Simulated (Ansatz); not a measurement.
LiH (rock salt)

```cif
data_HLi
_chemical_formula_sum 'H1 Li1'
_space_group_name_H-M_alt 'P 1'
_space_group_IT_number 1
_cell_length_a 2.83227
_cell_length_b 2.83227
_cell_length_c 2.83227
_cell_angle_alpha 60.000
_cell_angle_beta 60.000
_cell_angle_gamma 60.000
loop_
_space_group_symop_operation_xyz
  'x, y, z'
loop_
_atom_site_label
_atom_site_type_symbol
_atom_site_fract_x
_atom_site_fract_y
_atom_site_fract_z
_atom_site_occupancy
H1 H 0.00000 0.00000 0.00000 1
Li1 Li 0.50000 0.50000 0.50000 1
```

Equation-of-state scan: isotropic scaling of the cell above, V₀ being its volume. Symmetry pins the atoms to their sites.

Method: r2SCAN (plane waves to 500 eV, PAW, scalar-relativistic; Ansatz, a quantum-chemistry and plane-wave program). k mesh 14×14×14 (Γ-centred), Fermi-Dirac smearing 0.05 eV. Energies are smeared free energies. LiH was relaxed with its symmetry unable to fall. ΔE is measured from the relaxed starting cell.

```
V (Å³/atom)  ΔE (meV/atom)
-----------  -------------
7.551                  3.6
7.647                  2.2
7.743                  1.2
7.840                  0.5
7.936                  0.1
8.033                  0.0
8.129                  0.1
8.225                  0.5
8.322                  1.1
8.418                  2.0
8.515                  3.0
```

**Question.** What is the fitted pressure derivative B₀′?

**Answer.** 3.3.

**Question.** What bulk modulus B₀ follows from a third-order Birch-Murnaghan fit?

**Answer.** 36.2 GPa.

(A scan under strain: stresses follow from slopes of the energy per volume, elastic moduli from its curvatures.)
